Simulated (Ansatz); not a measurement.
SiGe in space group P-6m2 (No. 187; Ge on 1a, Si on 1f), a = b = 3.5564 Å, c = 3.2298 Å, α = β = 90.00°, γ = 120.00°.

Relaxed with PBEsol.

### Question
Decompose the optical modes at the zone centre into irreducible representations, and say which are infrared and Raman allowed.

### Answer
Point group -6m2: Γ_opt = A2'' + E'. Infrared: A2'', E'. Raman: E'.

### Question
Assign frequencies (DFPT, PBEsol (plane waves, PAW; program Ansatz)).

### Answer
A2'' 162, E' 236 cm⁻¹.

A made-up cell: these elements were put on the sites of a structure type; neither database checked (COD, Materials Project) lists it. Its standing as an ambient phase is unchecked. The PBEsol relaxation kept the symmetry of its start; its stability against distortions is not shown here. As this level gives no gap, phonon frequencies hold no LO–TO term and depend on the k-mesh and smearing (Fermi–Dirac, 0.1 eV here).

Potentials: the earlier of the program's two PAW sets. The files were generated under PBE; for other functionals the program regenerates the frozen cores, and for LDA and PBEsol the local potential too.
